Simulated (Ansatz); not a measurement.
# Data sheet: La₃In (DFT)

La$_{3}$In:
```cif
data_InLa3
_chemical_formula_sum 'La3 In1'
_space_group_name_H-M_alt 'P 1'
_space_group_IT_number 1
_cell_length_a 4.96670
_cell_length_b 4.96670
_cell_length_c 4.96670
_cell_angle_alpha 90.000
_cell_angle_beta 90.000
_cell_angle_gamma 90.000
loop_
_space_group_symop_operation_xyz
  'x, y, z'
loop_
_atom_site_label
_atom_site_type_symbol
_atom_site_fract_x
_atom_site_fract_y
_atom_site_fract_z
_atom_site_occupancy
La1 La 0.50000 0.50000 0.00000 1
La2 La 0.00000 0.50000 0.50000 1
La3 La 0.50000 0.00000 0.50000 1
In1 In 0.00000 0.00000 0.00000 1
```

Space group Pm-3m (No. 221), Cu3Au type; conventional cell a = b = c = 4.9667 Å, α = β = γ = 90.00°.

Method: PBEsol in the plane-wave PAW code Ansatz. Structure relaxed to zero pressure with the same functional. Other levels are named where they apply.

Cell and energy:

```yaml
volume_per_atom: 30.63 Å³
density: 7.20 g/cm³
Formation energy from the elements (no fitted shifts): -31 kJ/mol of atoms
```

Electronic structure:

```yaml
electronic_character: metallic (no gap)
Density of states at the Fermi level: 1.7 states/eV per atom (mean over ±0.08 eV)
Gap with spin–orbit coupling: none (metallic)
```

Mechanics:

```yaml
Bulk modulus (Birch–Murnaghan fit): 43.6 GPa
Pressure derivative B′: 4.0
Elastic constants (relaxed ions, GPa): C11 = 65.8, C12 = 32.5, C44 = 28.6
mechanical_stability: stable (all eigenvalues of C positive)
hill_bulk_and_shear_moduli: 43.6 and 23.0 GPa
Young's modulus: 58.7 GPa
Poisson's ratio: 0.28
debye_temperature_from_the_elastic_constants: 189 K
```

Phonons:

```yaml
highest_zone_centre_frequency: 104 cm⁻¹
zone_centre_stability: no imaginary mode at Γ
```

The first step of the workflow began from a Materials Project structure, measured or hypothetical; the Crystallography Open Database files this formula in space group No. 221, but the cells were not matched. Its standing as an ambient phase is unchecked. The cell was relaxed with PBEsol under the symmetry of its start. As this level gives no gap, shear constants depend on the k-mesh and smearing (Fermi–Dirac, 0.1 eV here). As this level gives no gap, phonon frequencies hold no LO–TO term and depend on the k-mesh and smearing (Fermi–Dirac, 0.1 eV here). The references are the lowest solids computed at this level, not always the standard phases. Scalar-relativistic: spin–orbit coupling is off unless named, which matters more the heavier the elements.

Potentials: the later of the program's two PAW sets.
